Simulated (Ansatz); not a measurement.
IrW:
```xyz
2
Lattice="0.0000 2.5735 2.5735 2.5735 0.0000 2.5735 2.5735 2.5735 0.0000" Properties=species:S:1:pos:R:3 pbc="T T T"
Ir     0.0000     0.0000     0.0000
W      2.5735     2.5735     2.5735
```

Relaxed with PBEsol. Special points in fractions of this cell's reciprocal vectors: Γ (0.000, 0.000, 0.000); X (0.500, 0.000, 0.500); U (0.625, 0.250, 0.625); K (0.375, 0.375, 0.750); L (0.500, 0.500, 0.500); W (0.500, 0.250, 0.750).

**Question.** List the band energies nearest the Fermi level at these points for PBEsol (plane waves, PAW; program Ansatz).

**Answer.** In eV from the Fermi level; about four levels below and three above (degenerate sets whole), none deeper than 8.9 eV; points with the same levels are listed once.

```csv
k,below,above
Γ,-6.06 -6.06 -5.44 -5.44 -5.44,2.56 2.56 2.56
X,-4.64 -1.92 -1.92 -1.44,0.83 0.83 2.76
U,-4.38 -3.85 -2.40 -0.28,0.75 0.80 0.87
L,-2.29 -2.29 -2.05 -2.05 -0.97,0.19 0.19 1.32
W,-5.19 -3.02 -1.89 -1.63,0.78 0.80 0.80
```

Space group Fm-3m (rock salt). The start of the workflow was typed in or built on a structure type; neither database checked (COD, Materials Project) lists it. COD files the formula under space group No. 51. Its standing as an ambient phase is unchecked. Symmetry was held in the PBEsol relaxation. At this level the phase is mechanically unstable. No spin polarisation was allowed. Its formation energy is positive at this level, so the cell may be metastable or incomplete. Scalar-relativistic: spin–orbit coupling is off unless named, which matters more the heavier the elements.

Potentials: the earlier of the program's two PAW sets. The files were generated under PBE; for other functionals the program regenerates the frozen cores, and for LDA and PBEsol the local potential too.
